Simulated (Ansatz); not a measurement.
Relaxing a structure of Co2Si

The start is a generated cell, Co2Si placed in the AFLOW prototype A2B_tI12_141_e_a (C5, as in TiO2). The cell and all atomic positions are relaxed at zero pressure with PBE (plane waves to 420 eV, PAW, scalar-relativistic; Ansatz, a quantum-chemistry and plane-wave program). The first steps use a coarse 9×9×9 k-mesh.

Starting cell:
```
CELL_PARAMETERS angstrom
     -1.85322     1.85322     4.65827
      1.85322    -1.85322     4.65827
      1.85322     1.85322    -4.65827
ATOMIC_POSITIONS crystal
  Co 0.33306 0.33306 0.00000
  Co 0.41694 0.91694 0.50000
  Co 0.66694 0.66694 0.00000
  Co 0.08306 0.58306 0.50000
  Si 0.75000 0.25000 0.50000
  Si 0.00000 0.00000 0.00000
```
Spin-polarised start, with parallel moments on Co.

**Question.** Which atoms feel the largest initial force, and how large is it?

**Answer.** About 0.4 eV/Å, on Co1, Co2, Co3, Co4 (atoms numbered as listed).

**Question.** How much energy is released per atom?

**Answer.** 0.86 eV/atom.

**Question.** How does the volume change?

**Answer.** +9.8 %, from 10.67 to 11.71 Å³/atom.

**Question.** How do the shortest distances between atoms change?

**Answer.** The closest pairs of elements (up to four, under 3.6 Å), start → end: Co–Si 2.01 → 2.26 Å; Co–Co 2.01 → 2.35 Å; Si–Si 2.98 → 2.85 Å.

**Question.** What band gap does the relaxed structure have at this level?

**Answer.** Zero (metallic).

**Question.** Give the final cell and atomic positions.

**Answer.** 
```cif
data_Co8Si4
_chemical_formula_sum 'Co8 Si4'
_space_group_name_H-M_alt 'I41/amd :1'
_space_group_IT_number 141
_space_group_name_Hall 'I 4bw 2bw -1bw'
_cell_length_a 4.41097
_cell_length_b 4.41097
_cell_length_c 7.22166
_cell_angle_alpha 90.000
_cell_angle_beta 90.000
_cell_angle_gamma 90.000
loop_
_atom_site_label
_atom_site_type_symbol
_atom_site_symmetry_multiplicity
_atom_site_Wyckoff_symbol
_atom_site_fract_x
_atom_site_fract_y
_atom_site_fract_z
_atom_site_occupancy
Co1 Co 8 e 0.00000 0.00000 0.31918 1
Si1 Si 4 a 0.00000 0.00000 0.00000 1
```
(The calculation used a cell of 6 atoms; values per cell refer to that cell.)

The space group stays I4₁/amd (No. 141) (the run could not lower it), with 6 atoms in the primitive cell. Final values are on a 15×15×15 k-mesh of the relaxed cell. No spin polarisation in the result: the starting moments vanished. A magnetic state may lie lower.

The run could not lose the symmetry of its start, so the end can be a saddle point.

The relaxed structure here is a generated cell of Co2Si: the first start was made by placing the elements on the sites of a structure type, and the end was not matched to a known phase here, so it may be hypothetical.
